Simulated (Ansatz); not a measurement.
**Band structure of Al2Pt**

```
Al Pt
1.0
     0.00000    2.95500    2.95500
     2.95500    0.00000    2.95500
     2.95500    2.95500    0.00000
Al Pt
2 1
Direct
  0.25000 0.25000 0.25000
  0.75000 0.75000 0.75000
  0.00000 0.00000 0.00000
```

Atom numbers follow the list: Al1, Al2, Pt3.

The cell is COD entry 9009032, as deposited and not checked against the literature; nothing was relaxed.

Spin–orbit coupling is left out, though it moves levels of the heavy atoms by tenths of an eV or more.

Level of theory: DFT, PBE, all-electron LAPW, scalar-relativistic (Ansatz 0.2.0).

Numerical set-up: a Γ-centred 12×12×12 k mesh, Fermi–Dirac smearing of 0.08 eV, basis error target 1 meV/atom, no spin polarisation.

Points in fractions of the reciprocal vectors of this cell: Γ (0, 0, 0), X (0.5, 0, 0.5), U (0.625, 0.25, 0.625), K (0.375, 0.375, 0.75), L (0.5, 0.5, 0.5), W (0.5, 0.25, 0.75). The path joins them by straight lines in the order Γ–X–U–K–Γ–L–W–X; legs that retrace an earlier one aren't tabulated. Energies are in eV from the Fermi level.

Metal or insulator at this level of theory?

No gap opens: metallic or semimetallic.

Tabulate bands 30 to 35, counted from the lowest band of the run, along the path.


| k (1/Å) | point | band 30 | band 31 | band 32 | band 33 | band 34 | band 35 |
| --- | --- | --- | --- | --- | --- | --- | --- |
| 0.00 | Γ | -3.72 | 2.94 | 3.80 | 3.80 | 3.80 | 5.39 |
| 0.15 |  | -3.70 | 2.95 | 3.11 | 3.11 | 3.35 | 5.58 |
| 0.30 |  | -3.64 | 2.03 | 2.03 | 2.22 | 2.98 | 4.70 |
| 0.46 |  | -3.54 | 0.76 | 0.98 | 0.98 | 3.02 | 4.05 |
| 0.61 |  | -3.43 | -0.76 | 0.03 | 0.03 | 3.06 | 3.67 |
| 0.76 |  | -3.33 | -2.12 | -0.78 | -0.78 | 3.09 | 3.47 |
| 0.91 |  | -3.25 | -3.10 | -1.39 | -1.39 | 3.12 | 3.39 |
| 1.06 | X | -3.44 | -3.23 | -1.63 | -1.63 | 3.13 | 3.36 |
| 1.12 |  | -3.47 | -3.24 | -1.64 | -1.60 | 3.15 | 3.40 |
| 1.17 |  | -3.55 | -3.29 | -1.67 | -1.52 | 3.19 | 3.53 |
| 1.22 |  | -3.66 | -3.35 | -1.72 | -1.40 | 3.21 | 3.77 |
| 1.28 |  | -3.55 | -3.43 | -1.79 | -1.24 | 3.23 | 4.10 |
| 1.33 |  | -3.51 | -3.41 | -1.86 | -1.06 | 3.25 | 4.49 |
| 1.39 |  | -3.59 | -3.25 | -1.94 | -0.85 | 3.26 | 4.93 |
| 1.44 | U | -3.67 | -3.07 | -2.02 | -0.63 | 3.28 | 5.40 |
| 1.53 |  | -3.64 | -3.00 | -2.08 | -0.56 | 3.44 | 5.66 |
| 1.63 |  | -3.55 | -2.97 | -2.13 | -0.56 | 3.86 | 5.90 |
| 1.72 |  | -3.48 | -2.97 | -2.15 | -0.58 | 4.39 | 5.33 |
| 1.81 |  | -3.48 | -2.97 | -2.15 | -0.58 | 4.39 | 5.33 |
| 1.90 |  | -3.55 | -2.97 | -2.13 | -0.56 | 3.86 | 5.90 |
| 2.00 |  | -3.64 | -3.00 | -2.08 | -0.56 | 3.44 | 5.66 |
| 2.09 | K | -3.67 | -3.07 | -2.02 | -0.63 | 3.28 | 5.40 |
| 2.25 |  | -3.85 | -2.41 | -2.29 | 0.13 | 3.39 | 6.19 |
| 2.41 |  | -3.80 | -2.43 | -1.60 | 0.99 | 3.61 | 5.81 |
| 2.57 |  | -3.51 | -1.84 | -0.66 | 1.91 | 3.98 | 5.39 |
| 2.73 |  | -3.60 | -0.54 | 0.41 | 2.84 | 4.50 | 4.53 |
| 2.90 |  | -3.69 | 1.04 | 1.57 | 3.58 | 3.77 | 5.23 |
| 3.06 |  | -3.72 | 2.70 | 2.70 | 3.38 | 3.81 | 5.39 |
| 3.22 | Γ | -3.72 | 2.94 | 3.80 | 3.80 | 3.80 | 5.39 |
| 3.35 |  | -3.73 | 2.68 | 3.18 | 3.59 | 3.59 | 5.63 |
| 3.48 |  | -3.75 | 1.25 | 3.12 | 3.12 | 3.34 | 5.83 |
| 3.61 |  | -3.75 | -0.21 | 2.55 | 2.55 | 3.61 | 5.52 |
| 3.74 |  | -3.72 | -1.55 | 1.97 | 1.97 | 3.80 | 5.34 |
| 3.88 |  | -3.63 | -2.67 | 1.47 | 1.47 | 3.83 | 5.23 |
| 4.01 |  | -3.54 | -3.44 | 1.12 | 1.12 | 3.78 | 5.16 |
| 4.14 | L | -3.50 | -3.50 | 1.00 | 1.00 | 3.75 | 5.13 |
| 4.25 |  | -3.51 | -3.48 | 0.74 | 0.92 | 3.66 | 5.17 |
| 4.35 |  | -3.52 | -3.43 | 0.12 | 0.67 | 3.59 | 5.18 |
| 4.46 |  | -3.52 | -3.33 | -0.62 | 0.31 | 3.71 | 5.18 |
| 4.57 |  | -3.51 | -3.18 | -1.36 | -0.11 | 4.01 | 5.18 |
| 4.68 |  | -3.48 | -3.02 | -2.01 | -0.50 | 4.42 | 5.18 |
| 4.78 |  | -3.39 | -2.87 | -2.54 | -0.79 | 4.89 | 5.18 |
| 4.89 | W | -3.28 | -2.81 | -2.81 | -0.91 | 5.18 | 5.18 |
| 4.97 |  | -3.28 | -3.03 | -2.57 | -0.93 | 4.71 | 5.52 |
| 5.04 |  | -3.28 | -3.24 | -2.34 | -0.99 | 4.27 | 4.89 |
| 5.12 |  | -3.43 | -3.28 | -2.12 | -1.10 | 3.89 | 4.36 |
| 5.19 |  | -3.59 | -3.28 | -1.92 | -1.25 | 3.57 | 3.93 |
| 5.27 |  | -3.71 | -3.27 | -1.76 | -1.42 | 3.33 | 3.62 |
| 5.35 |  | -3.50 | -3.25 | -1.66 | -1.56 | 3.18 | 3.43 |
| 5.42 | X | -3.44 | -3.23 | -1.63 | -1.63 | 3.13 | 3.36 |
